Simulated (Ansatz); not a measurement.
SnTe (rock salt)

```
SnTe
1.0
    0.00000     3.18559     3.18559
    3.18559     0.00000     3.18559
    3.18559     3.18559     0.00000
Te Sn
1 1
Cartesian
  0.00000   0.00000   0.00000
  3.18559   3.18559   3.18559
```

Two-dimensional scan of atom 2 (Sn, nearest neighbour Te at 3.186 Å; its periodic images, 4.5 Å or more away, move with it): u runs along (0.707, 0.707, 0.000), v along (0.000, 0.000, 1.000) (Cartesian). Cell and other atoms are fixed.

Level of theory: r2SCAN (plane waves to 500 eV, PAW, scalar-relativistic; Ansatz, a quantum-chemistry and plane-wave program). k mesh 10×10×10 (Γ-centred), Fermi-Dirac smearing 0.05 eV. Energies are smeared free energies. SnTe was relaxed with its symmetry unable to fall. Spin-orbit coupling is left out, though Te is heavy. The PAW data are Ansatz's earlier set.

Changes of ΔE (meV/cell) from the point u = 0.000 Å, v = 0.000 Å when one coordinate moves alone (two changes are said to add if the coupling is within 5 % of the smaller one, nearly so within 20 %):

| point | change |
|---|---|
| u = 0.000 Å, v = -0.480 Å | 156.67 |
| u = 0.000 Å, v = -0.240 Å | 2.10 |
| u = -0.480 Å, v = 0.000 Å | 107.32 |
| u = -0.240 Å, v = 0.000 Å | -0.55 |
| u = 0.240 Å, v = 0.000 Å | -0.55 |
| u = 0.480 Å, v = 0.000 Å | 107.32 |
| u = 0.000 Å, v = 0.240 Å | 2.10 |
| u = 0.000 Å, v = 0.480 Å | 156.67 |

**Question.** Do the two effects add at u = 0.480 Å, v = -0.480 Å? Give the computed change.

**Answer.** The sum of the single changes is 107.32 + (156.67) = 263.99; the calculation gives 339.98, so the coupling contributes 75.99 (over 20 % of the smaller single change, not additive).

**Question.** What is the change at u = -0.480 Å, v = -0.240 Å, where both move, and how far is it from the sum?

**Answer.** The sum of the single changes is 107.32 + (2.10) = 109.42; the calculation gives 145.29, so the coupling contributes 35.87 (over 20 % of the smaller single change, not additive).

(A displaced cell: forces are minus the slopes of the energy, force constants its curvatures, and phonons follow from these.)
